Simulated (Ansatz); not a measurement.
Here is the system:

CoSi2:
```yaml
crystal:
  lattice:
    - [0.00000, 2.63682, 2.63682]
    - [2.63682, 0.00000, 2.63682]
    - [2.63682, 2.63682, 0.00000]
  atoms:
    - { symbol: Co, position: [0.00000, 0.00000, 0.00000] }
    - { symbol: Si, position: [0.75000, 0.75000, 0.75000] }
    - { symbol: Si, position: [0.25000, 0.25000, 0.25000] }
```

This is the LDA-relaxed structure.

**Question.** All from the program Ansatz at the LDA level (PAW), unless another level is named. Predict the vibrational entropy at 300 K.

**Answer.** 20.1 J/(K·mol of atoms).

**Question.** Give the bulk modulus (Birch–Murnaghan fit).

**Answer.** 203 GPa.

**Question.** Give the elastic constants (relaxed ions, GPa).

**Answer.** C11 = 276, C12 = 167, C44 = 100.

**Question.** Predict the zero-point energy.

**Answer.** 54.7 meV/atom.

**Question.** And the highest zone-centre frequency?

**Answer.** 348 cm⁻¹.

Space group Fm-3m (fluorite or antifluorite type). The cell was relaxed with LDA under the symmetry of its start; phonons on a q-mesh show no instability. No spin polarisation was allowed. As this level gives no gap, shear constants depend on the k-mesh and smearing (Fermi–Dirac, 0.1 eV here). As this level gives no gap, phonon frequencies hold no LO–TO term and depend on the k-mesh and smearing (Fermi–Dirac, 0.1 eV here).

Potentials: the later of the program's two PAW sets.
